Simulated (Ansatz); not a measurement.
BN in space group P6_3/mmc (No. 194; B on 2b, N on 2d) at seven volumes, r²SCAN+D4 in the plane-wave PAW code Ansatz, shape and atoms relaxed at each. One row is withheld.

```csv
V (Å³/atom),P (GPa)
8.184,4.70
8.454,2.63
8.723,1.11
8.993,0.02
9.263,?
9.533,-1.28
9.803,-1.58
```

Task: Fit the shown pressures and predict the withheld one.

Result: P = (3/2)B₀(x^(7/2) − x^(5/2))[1 + (3/4)(B′ − 4)(x − 1)] with x = (V₀/V)^(2/3). Least squares on the six rows gives V₀ = 8.996 Å³/atom, B₀ = 30.7 GPa, B′ = 10.92. At V = 9.263, x = 0.9807 and P = -0.76 GPa. The run itself gave -0.77 GPa.

The first step of the workflow began from a Materials Project structure, measured or hypothetical. Its sites differ from those of the usual phase in this space group: another stacking or structure type. The cell was relaxed with r²SCAN+D4 under the symmetry of its start; phonons on a q-mesh show no instability.

Potentials: the earlier of the program's two PAW sets.
